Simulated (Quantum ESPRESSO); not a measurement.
Mg$_{3}$S$_{2}$ClF (made-up cell, one site empty) (calculated)

Computed with Quantum ESPRESSO 7.5. Calculation on a made-up crystal cell, not a measurement, run twice, once with a planted mistake found by running each candidate: periodic Kohn-Sham density functional theory in plane waves with PseudoDojo standard norm-conserving scalar-relativistic pseudopotentials, each functional with its own files (v0.5 for PBE, v0.4.1 for LDA and PBEsol), no spin polarisation, no spin-orbit coupling, atoms not relaxed, stress positive in tension, energies less a fixed whole-eV offset for each atom's element; levels are Kohn-Sham levels at fractions of this cell's reciprocal vectors, counted from the reference band (half the neutral cell's valence electrons, rounded up) at Gamma; error bars cover cutoff and k-mesh only, not smearing or the files; each bar is the largest change over components, and at least 0.002 eV, 0.002 eV per angstrom or 0.02 GPa; a charged cell sits in a uniform background, with energy and stress on this program's zero of potential; energies are for the whole cell, and the offsets were chosen from early runs and are not element reference energies; a distance is the largest change of any value in units of its error bar (the energy's for the smearing term), a scale change is of lengths, and a coarse mesh keeps the half-step shift.

Common to all entries: lattice type zincblende/diamond; empty site 3; intended functional pbe; intended cutoff 1143 eV; intended fermi dirac smearing 0.025 eV; intended scf tolerance 1e-07 eV; intended electrons removed 0; healthy free energy less offsets 7.956 eV; healthy scf iterations 10; healthy smearing term minus ts 0 eV; healthy pressure 5.41 GPa; healthy stress xx -4.39 GPa; healthy stress yy -5.3 GPa; healthy stress zz -6.54 GPa; healthy stress yz 1.37 GPa; healthy stress xz -2.03 GPa; healthy stress xy 2.81 GPa; healthy reference band 28; faulty reference band 28; candidate k points along each vector 1; candidate cutoff 704 eV; candidate smearing 0.69 eV; candidate functional lda; candidate scf tolerance 0.05 eV; candidate electrons removed 1; candidate scale change -2 percent; candidate first exchanged site 4; candidate second exchanged site 6; intended k mesh 4 x 4 x 4, shifted by half a step; structure shown as intended, without the mistake.

(1) 
```cif
# cell vector a (Å): 5.3750 0.0339 -0.0441
# cell vector b (Å): 0.0339 5.3245 0.0190
# cell vector c (Å): -0.0441 0.0190 5.2521
data_Mg3S2ClF
_symmetry_space_group_name_H-M 'P 1'
_symmetry_Int_Tables_number 1
_cell_length_a 5.3753
_cell_length_b 5.3246
_cell_length_c 5.2523
_cell_angle_alpha 89.591
_cell_angle_beta 90.950
_cell_angle_gamma 89.276
_cell_volume 150.29
loop_
_atom_site_label
_atom_site_type_symbol
_atom_site_fract_x
_atom_site_fract_y
_atom_site_fract_z
_atom_site_occupancy
Mg1 Mg 0.01525 0.03706 0.01222 1
Mg2 Mg 0.99948 0.50185 0.49035 1
Mg3 Mg 0.49991 0.50297 0.97262 1
Cl1 Cl 0.25769 0.26163 0.26414 1
F1 F 0.25547 0.76719 0.76061 1
S1 S 0.76689 0.23871 0.76247 1
S2 S 0.75772 0.75995 0.26756 1
_calc_faulty_free_energy_less_offsets 9.182  # eV
_calc_faulty_scf_iterations 10
_calc_faulty_smearing_term_minus_ts 0  # eV
_calc_faulty_pressure 7.71  # GPa
_calc_faulty_stress_xx -5.63  # GPa
_calc_faulty_stress_yy -8.31  # GPa
_calc_faulty_stress_zz -9.18  # GPa
_calc_faulty_stress_yz 1.26  # GPa
_calc_faulty_stress_xz -2.05  # GPa
_calc_faulty_stress_xy 2.74  # GPa
_calc_fault_kind 'coarse kmesh'
_calc_other_mistakes_compared 7
_calc_distance_from_healthy 607.1  # error bars
_calc_distance_from_nearest_other_mistake 400.8  # error bars
_calc_healthy_error_bar_energy 0.002018  # eV
_calc_healthy_error_bar_stress 0.02  # GPa
_calc_healthy_error_bar_force 0.01023  # eV/angstrom
_calc_healthy_error_bar_next_band_up 0.002  # eV
```

Atoms:
| atoms element | atom site | atom energy offset (eV) |
| --- | --- | --- |
| Mg | 1 | -1617 |
| Mg | 2 | -1617 |
| Mg | 4 | -1617 |
| Cl | 5 | -449 |
| F | 6 | -677 |
| S | 7 | -302 |
| S | 8 | -302 |

Healthy forces:
| site | x (eV/Å) | y (eV/Å) | z (eV/Å) |
| --- | --- | --- | --- |
| 1 | 0.34 | -3.192 | 0.184 |
| 2 | -0.078 | 0.689 | 1.874 |
| 4 | 0.285 | 1.867 | -0.122 |
| 5 | 1.884 | -0.183 | 0.434 |
| 6 | -0.342 | -0.994 | 0.777 |
| 7 | -1.178 | 0.889 | -2.02 |
| 8 | -0.911 | 0.924 | -1.128 |

Healthy levels:
| level k point | next band up (eV) |
| --- | --- |
| Gamma | 1.853 |
| (1/2,1/2,1/2) | 3.221 |
| (0.15,0,0) | 2.2 |
| (0,0.15,0) | 2.062 |
| (0,0,0.15) | 2.112 |

Faulty forces:
| site | x (eV/Å) | y (eV/Å) | z (eV/Å) |
| --- | --- | --- | --- |
| 1 | 0.232 | -3.188 | 0.171 |
| 2 | -0.179 | 0.686 | 1.86 |
| 4 | 0.345 | 1.89 | -0.094 |
| 5 | 1.723 | -0.071 | 0.378 |
| 6 | -0.354 | -1.044 | 0.824 |
| 7 | -0.932 | 1.102 | -1.838 |
| 8 | -0.835 | 0.626 | -1.3 |

Faulty levels:
| level k point | next band up (eV) |
| --- | --- |
| Gamma | 1.688 |
| (1/2,1/2,1/2) | 3.102 |
| (0.15,0,0) | 2.044 |
| (0,0.15,0) | 1.897 |
| (0,0,0.15) | 1.949 |

Candidate mistake: coarse kmesh, low cutoff, wide smearing, wrong functional, loose scf, wrong charge, cell scaled, atoms exchanged

(2) 
```cif
# cell vector a (Å): 5.3750 0.0339 -0.0441
# cell vector b (Å): 0.0339 5.3245 0.0190
# cell vector c (Å): -0.0441 0.0190 5.2521
data_Mg3S2ClF
_symmetry_space_group_name_H-M 'P 1'
_symmetry_Int_Tables_number 1
_cell_length_a 5.3753
_cell_length_b 5.3246
_cell_length_c 5.2523
_cell_angle_alpha 89.591
_cell_angle_beta 90.950
_cell_angle_gamma 89.276
_cell_volume 150.29
loop_
_atom_site_label
_atom_site_type_symbol
_atom_site_fract_x
_atom_site_fract_y
_atom_site_fract_z
_atom_site_occupancy
Mg1 Mg 0.01525 0.03706 0.01222 1
Mg2 Mg 0.99948 0.50185 0.49035 1
Mg3 Mg 0.49991 0.50297 0.97262 1
Cl1 Cl 0.25769 0.26163 0.26414 1
F1 F 0.25547 0.76719 0.76061 1
S1 S 0.76689 0.23871 0.76247 1
S2 S 0.75772 0.75995 0.26756 1
_calc_faulty_free_energy_less_offsets 16.819  # eV
_calc_faulty_scf_iterations 10
_calc_faulty_smearing_term_minus_ts 0  # eV
_calc_faulty_pressure -50.75  # GPa
_calc_faulty_stress_xx 51.8  # GPa
_calc_faulty_stress_yy 50.82  # GPa
_calc_faulty_stress_zz 49.63  # GPa
_calc_faulty_stress_yz 1.29  # GPa
_calc_faulty_stress_xz -1.99  # GPa
_calc_faulty_stress_xy 2.8  # GPa
_calc_fault_kind 'low cutoff'
_calc_other_mistakes_compared 7
_calc_distance_from_healthy 4392  # error bars
_calc_distance_from_nearest_other_mistake 2635  # error bars
_calc_healthy_error_bar_energy 0.002018  # eV
_calc_healthy_error_bar_stress 0.02  # GPa
_calc_healthy_error_bar_force 0.01023  # eV/angstrom
_calc_healthy_error_bar_next_band_up 0.002  # eV
```

Atoms:
| atoms element | atom site | atom energy offset (eV) |
| --- | --- | --- |
| Mg | 1 | -1617 |
| Mg | 2 | -1617 |
| Mg | 4 | -1617 |
| Cl | 5 | -449 |
| F | 6 | -677 |
| S | 7 | -302 |
| S | 8 | -302 |

Healthy forces:
| site | x (eV/Å) | y (eV/Å) | z (eV/Å) |
| --- | --- | --- | --- |
| 1 | 0.34 | -3.192 | 0.184 |
| 2 | -0.078 | 0.689 | 1.874 |
| 4 | 0.285 | 1.867 | -0.122 |
| 5 | 1.884 | -0.183 | 0.434 |
| 6 | -0.342 | -0.994 | 0.777 |
| 7 | -1.178 | 0.889 | -2.02 |
| 8 | -0.911 | 0.924 | -1.128 |

Healthy levels:
| level k point | next band up (eV) |
| --- | --- |
| Gamma | 1.853 |
| (1/2,1/2,1/2) | 3.221 |
| (0.15,0,0) | 2.2 |
| (0,0.15,0) | 2.062 |
| (0,0,0.15) | 2.112 |

Faulty forces:
| site | x (eV/Å) | y (eV/Å) | z (eV/Å) |
| --- | --- | --- | --- |
| 1 | 0.336 | -3.2 | 0.176 |
| 2 | -0.094 | 0.675 | 1.868 |
| 4 | 0.245 | 1.915 | -0.144 |
| 5 | 1.918 | -0.194 | 0.45 |
| 6 | -0.275 | -1.012 | 0.809 |
| 7 | -1.199 | 0.877 | -2.037 |
| 8 | -0.93 | 0.939 | -1.121 |

Faulty levels:
| level k point | next band up (eV) |
| --- | --- |
| Gamma | 1.837 |
| (1/2,1/2,1/2) | 3.191 |
| (0.15,0,0) | 2.187 |
| (0,0.15,0) | 2.05 |
| (0,0,0.15) | 2.1 |

Candidate mistake: coarse kmesh, low cutoff, wide smearing, wrong functional, loose scf, wrong charge, cell scaled, atoms exchanged

(3) 
```cif
# cell vector a (Å): 5.3750 0.0339 -0.0441
# cell vector b (Å): 0.0339 5.3245 0.0190
# cell vector c (Å): -0.0441 0.0190 5.2521
data_Mg3S2ClF
_symmetry_space_group_name_H-M 'P 1'
_symmetry_Int_Tables_number 1
_cell_length_a 5.3753
_cell_length_b 5.3246
_cell_length_c 5.2523
_cell_angle_alpha 89.591
_cell_angle_beta 90.950
_cell_angle_gamma 89.276
_cell_volume 150.29
loop_
_atom_site_label
_atom_site_type_symbol
_atom_site_fract_x
_atom_site_fract_y
_atom_site_fract_z
_atom_site_occupancy
Mg1 Mg 0.01525 0.03706 0.01222 1
Mg2 Mg 0.99948 0.50185 0.49035 1
Mg3 Mg 0.49991 0.50297 0.97262 1
Cl1 Cl 0.25769 0.26163 0.26414 1
F1 F 0.25547 0.76719 0.76061 1
S1 S 0.76689 0.23871 0.76247 1
S2 S 0.75772 0.75995 0.26756 1
_calc_faulty_free_energy_less_offsets 16.591  # eV
_calc_faulty_scf_iterations 10
_calc_faulty_smearing_term_minus_ts 0  # eV
_calc_faulty_pressure 1.92  # GPa
_calc_faulty_stress_xx -0.88  # GPa
_calc_faulty_stress_yy -1.81  # GPa
_calc_faulty_stress_zz -3.06  # GPa
_calc_faulty_stress_yz 1.29  # GPa
_calc_faulty_stress_xz -1.89  # GPa
_calc_faulty_stress_xy 2.54  # GPa
_calc_fault_kind 'wrong functional'
_calc_other_mistakes_compared 7
_calc_distance_from_healthy 4279  # error bars
_calc_distance_from_nearest_other_mistake 977.2  # error bars
_calc_healthy_error_bar_energy 0.002018  # eV
_calc_healthy_error_bar_stress 0.02  # GPa
_calc_healthy_error_bar_force 0.01023  # eV/angstrom
_calc_healthy_error_bar_next_band_up 0.002  # eV
```

Atoms:
| atoms element | atom site | atom energy offset (eV) |
| --- | --- | --- |
| Mg | 1 | -1617 |
| Mg | 2 | -1617 |
| Mg | 4 | -1617 |
| Cl | 5 | -449 |
| F | 6 | -677 |
| S | 7 | -302 |
| S | 8 | -302 |

Healthy forces:
| site | x (eV/Å) | y (eV/Å) | z (eV/Å) |
| --- | --- | --- | --- |
| 1 | 0.34 | -3.192 | 0.184 |
| 2 | -0.078 | 0.689 | 1.874 |
| 4 | 0.285 | 1.867 | -0.122 |
| 5 | 1.884 | -0.183 | 0.434 |
| 6 | -0.342 | -0.994 | 0.777 |
| 7 | -1.178 | 0.889 | -2.02 |
| 8 | -0.911 | 0.924 | -1.128 |

Healthy levels:
| level k point | next band up (eV) |
| --- | --- |
| Gamma | 1.853 |
| (1/2,1/2,1/2) | 3.221 |
| (0.15,0,0) | 2.2 |
| (0,0.15,0) | 2.062 |
| (0,0,0.15) | 2.112 |

Faulty forces:
| site | x (eV/Å) | y (eV/Å) | z (eV/Å) |
| --- | --- | --- | --- |
| 1 | 0.324 | -3.059 | 0.16 |
| 2 | -0.081 | 0.664 | 1.787 |
| 4 | 0.248 | 1.834 | -0.126 |
| 5 | 1.713 | -0.125 | 0.34 |
| 6 | -0.36 | -1.051 | 0.849 |
| 7 | -1.055 | 0.9 | -1.889 |
| 8 | -0.789 | 0.837 | -1.121 |

Faulty levels:
| level k point | next band up (eV) |
| --- | --- |
| Gamma | 1.57 |
| (1/2,1/2,1/2) | 2.932 |
| (0.15,0,0) | 1.933 |
| (0,0.15,0) | 1.791 |
| (0,0,0.15) | 1.84 |

Candidate mistake: coarse kmesh, low cutoff, wide smearing, wrong functional, loose scf, wrong charge, cell scaled, atoms exchanged

(4) 
```cif
# cell vector a (Å): 5.3750 0.0339 -0.0441
# cell vector b (Å): 0.0339 5.3245 0.0190
# cell vector c (Å): -0.0441 0.0190 5.2521
data_Mg3S2ClF
_symmetry_space_group_name_H-M 'P 1'
_symmetry_Int_Tables_number 1
_cell_length_a 5.3753
_cell_length_b 5.3246
_cell_length_c 5.2523
_cell_angle_alpha 89.591
_cell_angle_beta 90.950
_cell_angle_gamma 89.276
_cell_volume 150.29
loop_
_atom_site_label
_atom_site_type_symbol
_atom_site_fract_x
_atom_site_fract_y
_atom_site_fract_z
_atom_site_occupancy
Mg1 Mg 0.01525 0.03706 0.01222 1
Mg2 Mg 0.99948 0.50185 0.49035 1
Mg3 Mg 0.49991 0.50297 0.97262 1
Cl1 Cl 0.25769 0.26163 0.26414 1
F1 F 0.25547 0.76719 0.76061 1
S1 S 0.76689 0.23871 0.76247 1
S2 S 0.75772 0.75995 0.26756 1
_calc_faulty_free_energy_less_offsets 4.765  # eV
_calc_faulty_scf_iterations 11
_calc_faulty_smearing_term_minus_ts -0.011  # eV
_calc_faulty_pressure -3.59  # GPa
_calc_faulty_stress_xx 1.64  # GPa
_calc_faulty_stress_yy 5.19  # GPa
_calc_faulty_stress_zz 3.93  # GPa
_calc_faulty_stress_yz 4.58  # GPa
_calc_faulty_stress_xz -2.4  # GPa
_calc_faulty_stress_xy 2.77  # GPa
_calc_fault_kind 'wrong charge'
_calc_other_mistakes_compared 7
_calc_distance_from_healthy 1582  # error bars
_calc_distance_from_nearest_other_mistake 1428  # error bars
_calc_healthy_error_bar_energy 0.002018  # eV
_calc_healthy_error_bar_stress 0.02  # GPa
_calc_healthy_error_bar_force 0.01023  # eV/angstrom
_calc_healthy_error_bar_next_band_up 0.002  # eV
```

Atoms:
| atoms element | atom site | atom energy offset (eV) |
| --- | --- | --- |
| Mg | 1 | -1617 |
| Mg | 2 | -1617 |
| Mg | 4 | -1617 |
| Cl | 5 | -449 |
| F | 6 | -677 |
| S | 7 | -302 |
| S | 8 | -302 |

Healthy forces:
| site | x (eV/Å) | y (eV/Å) | z (eV/Å) |
| --- | --- | --- | --- |
| 1 | 0.34 | -3.192 | 0.184 |
| 2 | -0.078 | 0.689 | 1.874 |
| 4 | 0.285 | 1.867 | -0.122 |
| 5 | 1.884 | -0.183 | 0.434 |
| 6 | -0.342 | -0.994 | 0.777 |
| 7 | -1.178 | 0.889 | -2.02 |
| 8 | -0.911 | 0.924 | -1.128 |

Healthy levels:
| level k point | next band up (eV) |
| --- | --- |
| Gamma | 1.853 |
| (1/2,1/2,1/2) | 3.221 |
| (0.15,0,0) | 2.2 |
| (0,0.15,0) | 2.062 |
| (0,0,0.15) | 2.112 |

Faulty forces:
| site | x (eV/Å) | y (eV/Å) | z (eV/Å) |
| --- | --- | --- | --- |
| 1 | 1.264 | -3.172 | 0.216 |
| 2 | 0.83 | 0.55 | 2.013 |
| 4 | -0.915 | 1.816 | -0.254 |
| 5 | 1.763 | -0.12 | 0.395 |
| 6 | -0.443 | -1.029 | 0.827 |
| 7 | -1.395 | 0.858 | -2.088 |
| 8 | -1.104 | 1.096 | -1.11 |

Faulty levels:
| level k point | next band up (eV) |
| --- | --- |
| Gamma | 3.162 |
| (1/2,1/2,1/2) | 4.46 |
| (0.15,0,0) | 3.463 |
| (0,0.15,0) | 3.377 |
| (0,0,0.15) | 3.415 |

Candidate mistake: coarse kmesh, low cutoff, wide smearing, wrong functional, loose scf, wrong charge, cell scaled, atoms exchanged
